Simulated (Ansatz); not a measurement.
Ni3S4:
```xyz
14
Lattice="0.0000 4.6960 4.6960 4.6960 0.0000 4.6960 4.6960 4.6960 0.0000" Properties=species:S:1:pos:R:3 pbc="T T T"
Ni     3.5220     3.5220     5.8701
Ni     3.5220     5.8701     3.5220
Ni     5.8701     5.8701     5.8701
Ni     5.8701     3.5220     3.5220
Ni     2.3480     2.3480     2.3480
Ni     0.0000     0.0000     0.0000
S      8.1407     8.1407     8.1407
S      3.5994     5.7927     5.7927
S      5.9474     5.9474     8.1407
S      5.7927     3.5994     5.7927
S      8.1407     5.9474     5.9474
S      3.5994     3.5994     3.5994
S      5.9474     8.1407     5.9474
S      5.7927     5.7927     3.5994
```

Relaxed with r²SCAN. Special points in fractions of this cell's reciprocal vectors: Γ (0.000, 0.000, 0.000); X (0.500, 0.000, 0.500); U (0.625, 0.250, 0.625); K (0.375, 0.375, 0.750); L (0.500, 0.500, 0.500); W (0.500, 0.250, 0.750).

Question: List the band energies nearest the Fermi level at these points for the program Ansatz at the r²SCAN level (PAW).

Answer: In eV from the Fermi level; about four levels below and three above (degenerate sets whole), none deeper than 8.9 eV; points with the same levels are listed once.

```tsv
k	below	above
Γ	-1.86 -1.86 -1.82 -1.82 -1.82	0.45 0.45 0.45
X	-0.94 -0.94 -0.03 -0.03	0.26 0.26 1.11 1.11
U	-1.17 -1.00 -0.91 -0.66	0.01 0.17 0.29
L	-0.83 -0.60 -0.60 -0.08	0.36 0.36 0.46
W	-0.95 -0.95 -0.83 -0.83	0.11 0.11 0.37 0.37
```

Space group Fd-3m. The first step of the workflow began from a Materials Project structure, measured or hypothetical; the Crystallography Open Database files this formula in space group No. 227, but the cells were not matched. Whether it is the stable phase at ambient conditions was not checked. The cell was relaxed with r²SCAN under the symmetry of its start; whether a distortion lowers the energy is not shown. The run is not spin-polarised.

Potentials: the later of the program's two PAW sets.
